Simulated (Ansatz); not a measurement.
## Structure relaxation, TiSi$_{2}$

The start is a relaxed TiSi2 cell, doubled along one cell vector, shaken by Gaussian noise of σ = 0.08 Å a coordinate. Cell shape, volume and atoms are optimised at zero target pressure with r2SCAN (plane waves to 500 eV, PAW, scalar-relativistic; Ansatz, a first-principles code). The first steps use a coarse 7×7×4 k-mesh.

Starting cell:
```yaml
crystal:
  lattice:
    - [0.00000, 2.96575, 2.96575]
    - [2.96575, 0.00000, 2.96575]
    - [5.93149, 5.93149, 0.00000]
  atoms:
    - { symbol: Ti, position: [0.03095, 0.98533, 0.00294] }
    - { symbol: Ti, position: [0.95644, 0.05352, 0.49427] }
    - { symbol: Si, position: [0.24048, 0.22563, 0.12699] }
    - { symbol: Si, position: [0.25228, 0.23159, 0.63075] }
    - { symbol: Si, position: [0.78669, 0.70930, 0.38445] }
    - { symbol: Si, position: [0.76842, 0.71793, 0.87121] }
```

Problem. What is the largest force in the starting geometry, and on which atom (counted from 1)?

Solution. About 2.9 eV/Å, on Ti2 (atoms numbered as listed).

Problem. Is the parent structure recovered?

Solution. It does not go back: it reaches C2/m (No. 12), 0.57 eV/atom below the parent.

Problem. Give the final cell and atomic positions.

Solution. 
```cif
data_Si8Ti4
_chemical_formula_sum 'Ti4 Si8'
_space_group_name_H-M_alt 'C2/m'
_space_group_IT_number 12
_space_group_name_Hall '-C 2y'
_cell_length_a 8.82266
_cell_length_b 3.51043
_cell_length_c 7.22041
_cell_angle_alpha 90.000
_cell_angle_beta 119.998
_cell_angle_gamma 90.000
loop_
_space_group_symop_operation_xyz
  'x, y, z'
  '-x, -y, -z'
  '-x, y, -z'
  'x, -y, z'
  'x+1/2, y+1/2, z'
  '-x+1/2, -y+1/2, -z'
  '-x+1/2, y+1/2, -z'
  'x+1/2, -y+1/2, z'
loop_
_atom_site_label
_atom_site_type_symbol
_atom_site_symmetry_multiplicity
_atom_site_Wyckoff_symbol
_atom_site_fract_x
_atom_site_fract_y
_atom_site_fract_z
_atom_site_occupancy
Ti1 Ti 4 i 0.30905 0.00000 0.24038 1
Si1 Si 4 i 0.34629 0.00000 0.62935 1
Si2 Si 4 i 0.02918 0.00000 0.85885 1
```
(The calculation used a cell of 6 atoms; values per cell refer to that cell.)

Final values are on a 15×15×8 k-mesh of the relaxed cell. No spin polarisation in the result.

The relaxed structure here is a generated cell of TiSi2: the first start was made by placing the elements on the sites of a structure type, and the end was not matched to a known phase here, so it may be hypothetical. Known forms of TiSi2 include space group No. 63, 70.
